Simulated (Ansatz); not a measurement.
input.yaml (Ansatz)

```yaml
crystal:
  lattice:
    - [3.9277595133, 0.0, 0.0]
    - [-1.9638797566, 3.4015395184, 0.0]
    - [0.0, 0.0, 2.3786362171]
  atoms:
    - { symbol: Ni, position: [1.0, 1.0, 0.0], spin: 0.631 }
    - { symbol: Ni, position: [0.3333333333, 0.6666666667, 0.5], spin: 0.679 }
    - { symbol: Ni, position: [0.6666666667, 0.3333333333, 0.5], spin: 0.679 }
hamiltonian:
  xc: pbesol
  pseudopotentials:
    kind: paw
    azcp:
      Ni: "pseudopotentials/Ni.paw.azcp"
basis:
  ecutwfc: 420
  fft_grid_basis: typed
kpoints:
  mp_grid: { grid: [12, 12, 17], shift: [0, 0, 0] }
magnetization:
  spin_polarized: true
scf:
  occupations: { method: fermi_dirac, width: 0.05 }
```

Output

```
Warning: the record states the generating functional pbe (its physics header spells it `PBE`), which answers neither for hamiltonian.xc's functional nor for the pbesol family's — results may be inconsistent (PPs are generated against a specific XC)
Engine: ansatz 0.2.0, x86_64-unknown-linux-gnu
Pseudopotentials: kind: paw
Pseudopotential: Ni, paw, valence charge 18, recommended cutoff 420 eV (normal) 
Functional definition: PBEsol
  exchange = pbesol_x
  correlation = pbesol_c
Crystal: 3 atoms, lattice volume = 31.780 Å³
Basis set: ecut = 420 eV, 619 PW (Γ)
Bands: 34, of which v1, the nominal top of the filled ones, is band 27 counted from 1 (26 counted from 0)
Symmetry: 24 space group operations
Space group: P6/mmm (ITA 191), of the structure as read, at distance tolerance 3.2e-5 Å
Magnetic group: BNS 191.233 (UNI 1463), of the structure as read, at distance tolerance 3.2e-5 Å
k-points: 171 of 2448
Non-local potential: Ni, projectors of the file, l = 0: 3, l = 1: 2, l = 2: 3, l = 3: 1
PAW form: soft (Blöchl's): semilocal exchange-correlation on the pseudo side does not see the compensation charge
PAW frozen core: Ni, regenerated for the run's functional, and the local potential with it (the file was generated under x = pbe(κ = 0.804, μ = 0.2195149727645171), c = pbe(β = 0.06672455060314922))
PAW one-centre angular grid: Ni, 590 points (default); XC on 64 Gauss nodes
Initial density: superposition of atomic densities (chi_scale 0.1, normalization cell)
Starting moments: Σ|m| = 1.989 μB on 3 of 3 sites
Initial wavefunctions: pseudopotential atomic-orbital guess
Functional: x = pbesol(κ = 0.804, μ = 0.12345679012345678), c = pbesol(β = 0.046)
SCF iter   1: F=—  HF=-17412.279530 eV  |F-HF|=—  |Δ(HF+E_count)|=         —  Δρ=9.75e-2 (↑1.69e-2 ↓9.75e-2)  dr2=2.30e0  dr2_m=5.41e-1  M=2.441 μB ∫|m|=2.551 μB  β_m=0.30  ethr=3.10e-3  ⟨swp⟩=5.5  Hψ=38513  notcnv=0  defer=44
Mixer restart at iter 1: flushing history
SCF iter   2: F=—  HF=-17411.766872 eV  |F-HF|=—  |Δ(HF+E_count)|=   5.13e-1  Δρ=2.84e-2 (↑2.84e-2 ↓2.30e-2)  dr2=4.02e-2  dr2_m=1.58e-1  M=2.266 μB ∫|m|=2.407 μB  β_m=0.33  ethr=3.10e-3  ⟨swp⟩=2.4  Hψ=20062  notcnv=0  defer=307
SCF iter   3: F=—  HF=-17412.827997 eV  |F-HF|=—  |Δ(HF+E_count)|=    1.06e0  Δρ=2.27e-2 (↑2.27e-2 ↓8.10e-3)  dr2=6.10e-2  dr2_m=4.29e-2  M=2.178 μB ∫|m|=2.340 μB  β_m=0.57  ethr=7.44e-5  ⟨swp⟩=2.1  Hψ=20096  notcnv=0  defer=313
SCF iter   4: F=—  HF=-17414.272208 eV  |F-HF|=—  |Δ(HF+E_count)|=    1.44e0  Δρ=1.99e-2 (↑1.02e-2 ↓1.99e-2)  dr2=1.66e-1  dr2_m=9.70e-3  M=1.974 μB ∫|m|=2.177 μB  β_m=0.79  ethr=7.44e-5  ⟨swp⟩=2.9  Hψ=23257  notcnv=0  defer=312
SCF iter   5: F=—  HF=-17414.516486 eV  |F-HF|=—  |Δ(HF+E_count)|=   2.44e-1  Δρ=2.03e-2 (↑8.28e-3 ↓2.03e-2)  dr2=1.87e-1  dr2_m=1.26e-2  M=1.900 μB ∫|m|=2.112 μB  β_m=0.49  ethr=7.44e-5  ⟨swp⟩=2.7  Hψ=23214  notcnv=0  defer=330
SCF iter   6: F=—  HF=-17414.486141 eV  |F-HF|=—  |Δ(HF+E_count)|=   3.03e-2  Δρ=4.39e-3 (↑3.31e-3 ↓4.39e-3)  dr2=1.09e-2  dr2_m=4.29e-4  M=1.917 μB ∫|m|=2.124 μB  β_m=0.50  ethr=7.44e-5  ⟨swp⟩=2.2  Hψ=19370  notcnv=0  defer=367
SCF iter   7: F=—  HF=-17414.532017 eV  |F-HF|=—  |Δ(HF+E_count)|=   4.59e-2  Δρ=9.22e-4 (↑6.37e-4 ↓9.22e-4)  dr2=2.19e-4  dr2_m=1.11e-4  M=1.879 μB ∫|m|=2.093 μB  β_m=0.69  ethr=2.02e-5  ⟨swp⟩=2.0  Hψ=20223  notcnv=0  defer=368
SCF iter   8: F=—  HF=-17414.534307 eV  |F-HF|=—  |Δ(HF+E_count)|=   2.29e-3  Δρ=1.17e-3 (↑2.57e-4 ↓1.17e-3)  dr2=3.32e-4  dr2_m=8.24e-5  M=1.870 μB ∫|m|=2.084 μB  β_m=0.69  ethr=4.05e-7  ⟨swp⟩=2.0  Hψ=17663  notcnv=0  defer=367
SCF iter   9: F=—  HF=-17414.534716 eV  |F-HF|=—  |Δ(HF+E_count)|=   4.09e-4  Δρ=3.09e-4 (↑5.95e-5 ↓3.09e-4)  dr2=2.12e-5  dr2_m=6.14e-6  M=1.866 μB ∫|m|=2.080 μB  β_m=0.74  ethr=4.05e-7  ⟨swp⟩=2.0  Hψ=16560  notcnv=0  defer=367
SCF iter  10: F=—  HF=-17414.534739 eV  |F-HF|=—  |Δ(HF+E_count)|=   2.33e-5  Δρ=3.47e-5 (↑2.81e-5 ↓3.47e-5)  dr2=7.37e-7  dr2_m=2.27e-8  M=1.864 μB ∫|m|=2.079 μB  β_m=0.87  ethr=3.92e-8  ⟨swp⟩=2.2  Hψ=18225  notcnv=0  defer=367
SCF iter  11: F=—  HF=-17414.534740 eV  |F-HF|=—  |Δ(HF+E_count)|=   4.00e-7  Δρ=3.17e-6 (↑1.74e-6 ↓3.17e-6)  dr2=2.31e-9  dr2_m=8.35e-10  M=1.864 μB ∫|m|=2.079 μB  β_m=0.89  ethr=1.37e-9  ⟨swp⟩=2.0  Hψ=17886  notcnv=0  defer=367
SCF iter  12: F=-17414.534740 eV  HF=-17414.534740 eV  |F-HF|=5.29e-8  |Δ(HF+E_count)|=   3.63e-9  Δρ=1.15e-5 (↑3.22e-6 ↓1.15e-5)  dr2=5.61e-8  dr2_m=5.16e-9  M=1.864 μB ∫|m|=2.079 μB  ethr=4.28e-12  ⟨swp⟩=1.5  Hψ=35230  notcnv=0
SCF 1 converged in 12 iterations: F = -17414.534740 eV  dr2 = 5.61e-8
SCF converged after 12 iterations
Magnetization: 1.8642 μB (27.9321 up, 26.0679 down)
Absolute magnetization: 2.0808 μB (∫|ρ↑−ρ↓|, with the PAW one-centre terms)
Spin contamination: 0.0167 ħ² per cell (⟨S²⟩ above its minimum at these occupations)
Per-site moments (μB) at R_I (Å): [(0.6234658919194346, 0.98118743955375), (0.6708413393681435, 0.9354233675701479), (0.6708413393681435, 0.9354233675701479)]
Free energy (F): -17414.534740 eV
Harris-Foulkes:  -17414.534740 eV  (|F-HF|=5.29e-8)
Internal energy: -17414.484517 eV  (E = F + TS)
E sigma→0 (E₀):  -17414.509628 eV
Entropy (-TS):   -0.050223 eV (-16.741 meV/atom)
Fermi energy:    18.604088 eV
--- Per-component energies (eV) ---
  E_band       = -827.022681
  E_kinetic    = 849.402400
  E_local      = -10206.020835  (includes V_loc(G=0)·N_el)
  E_nonlocal   = 1909.846513
  E_hartree    = 4258.759421
  E_xc         = -254.044568
  E_vxc        = -328.799288  (∫ρ·V_xc dr)
  E_paw        = -4784.190417  (= ΣΔE_a)
  E_vpaw       = -1568.977723  (= ΣTr[D̂ρ^β])
  E_aug_tail   = 0.001313  (compensation charges beyond the density's cutoff)
  E_ewald      = -9188.830211
  E_core_change = 0.591867  (= ΣΔE_core)
  E_smearing   = -0.050223  (= −TS)
  E_closure    = 0.000000  (closes the sum)
  Σ components = -17414.534740   (vs F -17414.534740, Δ=0.00e0)
```
